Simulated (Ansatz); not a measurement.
**What a change of settings does: Al2As (CdCl2 type)**

First run: DFT, PBEsol, all-electron LAPW, scalar-relativistic (Ansatz 0.2.0).

Command: `ansatz run input.yaml --threads 1 --pin off --max-ram 3072MiB --backend cpu --events-out ev --progress --plain --runs-dir out` It took 81 s on 1 thread of Intel(R) Xeon(R) Platinum 8259CL CPU @ 2.50GHz (Skylake/Cascade Lake), with other jobs on the host, peak memory 0.92 GiB.

```yaml
crystal:
  lattice:
    - [1.788406405, -1.0325369194, 5.1841926024]
    - [0.0, 2.0650738386, 5.1841926024]
    - [-1.788406405, -1.0325369194, 5.1841926024]
  atoms:
    - { symbol: As, position: [0.0, 0.0, 0.0] }
    - { symbol: Al, position: [0.2323951235, 0.2323951235, 0.2323951235] }
    - { symbol: Al, position: [0.7676048765, 0.7676048765, 0.7676048765] }
kpoints:
  mp_grid: { grid: [13, 13, 13] }
  band_path:
    path:
      - [0.0, 0.0, 0.0]
      - [0.5, 0.5, 0.5]
      - [0.8068874752, 0.1931125248, 0.5]
      - [0.5, -0.1931125248, 0.1931125248]
      - [0.5, 0.0, 0.0]
      - [0.0, 0.0, 0.0]
      - [0.3465562624, -0.3465562624, 0.0]
      - [0.6534437376, 0.0, 0.3465562624]
      - [0.5, 0.0, 0.5]
    npoints: 14
scf:
  occupations: { method: fermi_dirac, width: 0.05 }
hamiltonian:
  xc: pbesol
  pseudopotentials: { kind: all_electron, lapw: { basis_error: 0.0005 } }
output:
  forces: true
  stress: true
  eigenvalues: true
  populations: true
  dos: { projected: true, de: 0.2, e_range: [-14, 8] }
```

The cell comes from a relaxation on PAW files under the same functional, begun from a prototype that needn't be the stable phase.

It converges in 9 SCF iterations at a pressure of 0.02 GPa.

A second input differs as follows:

```diff
   occupations: { method: fermi_dirac, width: 0.05 }
+  max_iter: 75
 hamiltonian:
   populations: true
-  dos: { projected: true, de: 0.2, e_range: [-14, 8] }
+total_charge: 0.5
```

What is wrong with it, and what does the program do?

The change was made to test a charge that the system can't hold. The run converges in 10 SCF iterations at a pressure of 3.74 GPa, largest force 0.098 eV/Å. A charged periodic cell stands on a neutralising background, which shapes its energy and pressure. Compare each number with the sound run's before taking it for a property of the system. The log ends:
```
  k-point 0: bands = ["-175.1073", "-118.6892", "-118.6586", "-118.6586", "-93.8343", "-93.8333", "-55.5253", "-55.5253", "-55.5226", "-55.5226", "-55.5161", "-55.5096", "-25.9367", "-25.9367", "-25.9346", "-25.9055", "-25.9055", "-3.5513", "3.6056", "3.6520", "9.8226", "9.8226", "13.3270", "13.5566", "13.5566", "15.5363", "16.2805"]
  k-point 1: bands = ["-175.1073", "-118.6892", "-118.6586", "-118.6586", "-93.8343", "-93.8333", "-55.5253", "-55.5253", "-55.5227", "-55.5226", "-55.5159", "-55.5096", "-25.9368", "-25.9367", "-25.9344", "-25.9055", "-25.9052", "-3.4745", "3.4642", "3.9561", "9.1039", "9.6559", "12.7722", "13.5026", "13.9248", "15.5055", "15.7608"]
  k-point 2: bands = ["-175.1073", "-118.6892", "-118.6586", "-118.6586", "-93.8343", "-93.8333", "-55.5254", "-55.5254", "-55.5230", "-55.5226", "-55.5156", "-55.5098", "-25.9372", "-25.9367", "-25.9339", "-25.9055", "-25.9044", "-3.2478", "3.4693", "4.4208", "7.7399", "9.2667", "11.4803", "13.1677", "13.9022", "15.1807", "15.9140"]
  k-point 230: bands = ["-175.1073", "-118.6892", "-118.6586", "-118.6586", "-93.8343", "-93.8333", "-55.5253", "-55.5253", "-55.5228", "-55.5226", "-55.5157", "-55.5099", "-25.9368", "-25.9367", "-25.9344", "-25.9055", "-25.9052", "-3.2167", "0.9848", "8.8173", "8.9716", "9.5018", "11.2131", "13.7248", "14.3066", "14.5835", "14.8448"]
--- Löwdin populations: 3 sites ---
  site symbol       q [e]
     0     As     33.0098
     1     Al     12.7000
     2     Al     12.7000
  spilling = 0.001541 (of n_electrons = 58.500000)
```
